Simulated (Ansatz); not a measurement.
Input:

CoTaS2:
```cif
data_CoS2Ta
_chemical_formula_sum 'S2 Ta1 Co1'
_space_group_name_H-M_alt 'P 1'
_space_group_IT_number 1
_cell_length_a 3.30531
_cell_length_b 3.30531
_cell_length_c 5.70631
_cell_angle_alpha 90.000
_cell_angle_beta 90.000
_cell_angle_gamma 120.000
loop_
_space_group_symop_operation_xyz
  'x, y, z'
loop_
_atom_site_label
_atom_site_type_symbol
_atom_site_fract_x
_atom_site_fract_y
_atom_site_fract_z
_atom_site_occupancy
S1 S 0.66667 0.33333 0.71959 1
Ta1 Ta 0.00000 0.00000 0.00000 1
S2 S 0.33333 0.66667 0.28041 1
Co1 Co 0.00000 0.00000 0.50000 1
```

This is the PBE+D3(BJ)-relaxed structure.

Question: All from PBE+D3(BJ) (plane waves, PAW; program Ansatz), unless another level is named. Predict the highest zone-centre frequency.

Answer: 389 cm^-1.

Question: And the Debye temperature from the elastic constants?

Answer: 460 K.

Space group P-3m1. The cell is a constructed one: a structure type filled with these elements; neither database checked (COD, Materials Project) lists it. Whether it is the stable phase at ambient conditions was not checked. The PBE+D3(BJ) relaxation kept the symmetry of its start; of distortions, only those at the zone centre were tested. The workflow began spin-polarised and lost its moments. As this level gives no gap, shear constants depend on the k-mesh and smearing (Fermi–Dirac, 0.1 eV here). As this level gives no gap, phonon frequencies hold no LO–TO term and depend on the k-mesh and smearing (Fermi–Dirac, 0.1 eV here). Spin–orbit coupling is left out wherever it is not named.

Potentials: the later of the program's two PAW sets.
